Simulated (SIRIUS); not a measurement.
A self-consistent single point of SnSe (Pnma, 8 atoms in the cell; from Materials Project mp-691, lattice scaled a little) with SIRIUS.

All values come from this method and carry its errors: PBE, GBRV PBE ultrasoft pseudopotentials (plane waves; SIRIUS).

```
CELL_PARAMETERS angstrom
     11.95374     0.00000     0.00000
      0.00000     4.22858     0.00000
      0.00000     0.00000     4.81749
ATOMIC_POSITIONS crystal
  Sn 0.61879 0.75000 0.37655
  Sn 0.38121 0.25000 0.62345
  Sn 0.88121 0.25000 0.87655
  Sn 0.11879 0.75000 0.12345
  Se 0.14855 0.25000 0.50918
  Se 0.85145 0.75000 0.49082
  Se 0.35145 0.75000 0.00918
  Se 0.64855 0.25000 0.99082
```

Reference input (self-consistent single point, DFT, LDA (PW92), plane waves, GBRV LDA ultrasoft pseudopotentials): parameters.ngridk = 1 3 3; parameters.xc_functionals = [XC_LDA_X, XC_LDA_C_PW]; parameters.gk_cutoff = 6.325 1/bohr; parameters.pw_cutoff = 14.143 1/bohr; parameters.smearing = fermi_dirac; parameters.smearing_width = 0.00183747 Ha; potentials = GBRV LDA ultrasoft pseudopotentials; parameters.electronic_structure_method = pseudopotential; parameters.num_bands = 48; parameters.num_mag_dims = 0; parameters.num_dft_iter = 100; parameters.energy_tol = 1e-07 Ha. This run's input differs from it in these lines:

```diff
@@ -13,3 +13,3 @@
     "electronic_structure_method": "pseudopotential",
-    "xc_functionals": ["XC_LDA_X", "XC_LDA_C_PW"],
+    "xc_functionals": ["XC_GGA_X_PBE", "XC_GGA_C_PBE"],
     "gk_cutoff": 6.325,
@@ -40,4 +40,4 @@
     "atom_files": {
-      "Sn": "sn_lda_v1.4.uspp.F.UPF.json",
-      "Se": "se_lda_v1.uspp.F.UPF.json"
+      "Sn": "sn_pbe_v1.4.uspp.F.UPF.json",
+      "Se": "se_pbe_v1.uspp.F.UPF.json"
     },
```

The program printed (abridged):

```
[find] density tolerance         : 1e-06
[find] total energy tolerance    : 1e-07
[find] iter_solver_tol (initial) : 0.01
[find] iter_solver_tol (target)  : 1e-13
[find] num_dft_iter              : 100
Charges and magnetic moments
--------------------------------------------------------------------------------
total charge          : 80.000000
[find] | SCF iteration   0 out of 100|
[diagonalize] iterative solver tolerance (occupied, empty): 0.01 0.01
[diagonalize] average number of iterations: 2
[find] Charges and magnetic moments
[find] total charge          : 80.000000
[find] Energy
[find] smearing (-TS)                 :      -0.00000129
   [... lines left out ...]

[find] Charges and magnetic moments
[find] total charge          : 80.000000
[find] Energy
[find] smearing (-TS)                 :      -0.00000592
[find] Total energy                   :    -405.78794059 (Ha),    -811.57588119 (Ry)
[find] Free energy (E-TS)             :    -405.78794651 (Ha),    -811.57589302 (Ry)
[find] band gap (eV)                  :       0.78228260
[find] Efermi                         :       0.24058983
[find] iteration : 23, RMS (target) : 7.4857e-07 (1.0000e-06) , energy difference (target) : -1.1960e-10 (1.0000e-07)
[find] bands are converged : true
[find] iterative solver converged : true
[find] converged after 24 SCF iterations!
[find] Charges and magnetic moments
[find] total charge          : 80.000000
[find] Energy
[find] smearing (-TS)                 :      -0.00000592
[find] Total energy                   :    -405.78794059 (Ha),    -811.57588119 (Ry)
[find] Free energy (E-TS)             :    -405.78794651 (Ha),    -811.57589302 (Ry)
[find] band gap (eV)                  :       0.78228260
[find] Efermi                         :       0.24058983
[ground_state] === stress tensor components [kbar] ===
[ground_state] === stress_total ===
[ground_state]    11.491025   -0.000000    0.000000
[ground_state]    -0.000000   12.250768    0.000000
[ground_state]     0.000000    0.000000   24.984075
[ground_state] ==== total Forces in Ha/bohr =====
   [... lines left out ...]
[ground_state] atom:    3, force:       0.0073423      0.0000000      0.0046283
[ground_state] atom:    4, force:       0.0011394     -0.0000000     -0.0057749
[ground_state] atom:    5, force:      -0.0011394      0.0000000      0.0057749
[ground_state] atom:    6, force:      -0.0011394      0.0000000     -0.0057749
[ground_state] atom:    7, force:       0.0011394     -0.0000000      0.0057749
```

The run converged in 24 iterations. SIRIUS prints the stress tensor with tension positive. Against the reference run the pressure goes from -5.17 to -1.62 GPa and the largest force goes from 0.658 to 0.446 eV/Å.

The structure comes from a collection of computed structures, made at another level of theory; the collection holds predicted forms beside known ones. Its lattice was then scaled.

Cost on one core: roughly 50 core-seconds.

The gap that the log prints is read on the run's mesh, which can miss the band edges or a crossing.
